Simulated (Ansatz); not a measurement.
CdS:
```yaml
crystal:
  lattice:
    - [4.12396, 0.00000, 0.00000]
    - [-2.06198, 3.57145, 0.00000]
    - [0.00000, 0.00000, 6.70929]
  atoms:
    - { symbol: Cd, position: [0.66667, 0.33333, 0.00088] }
    - { symbol: Cd, position: [0.33333, 0.66667, 0.50088] }
    - { symbol: S, position: [0.66667, 0.33333, 0.62432] }
    - { symbol: S, position: [0.33333, 0.66667, 0.12432] }
```

DFT-PBEsol in the program Ansatz with PAW potentials gives a gap of 1.09 eV without spin–orbit coupling, maximum at Γ, minimum at Γ.

### Question
What happens when spin–orbit coupling is switched on?

### Answer
The gap falls by 0.01 eV, to 1.08 eV; maximum at Γ, minimum at Γ.

### Question
Give the electron effective mass with spin–orbit coupling.

### Answer
0.11, 0.12, 0.12 mₑ (principal values).

### Question
Give the hole effective mass with spin–orbit coupling.

### Answer
0.25, 0.25, 1.6 mₑ (principal values).

Space group P6_3mc (wurtzite). Symmetry was held in the PBEsol relaxation.

Potentials: the later of the program's two PAW sets.
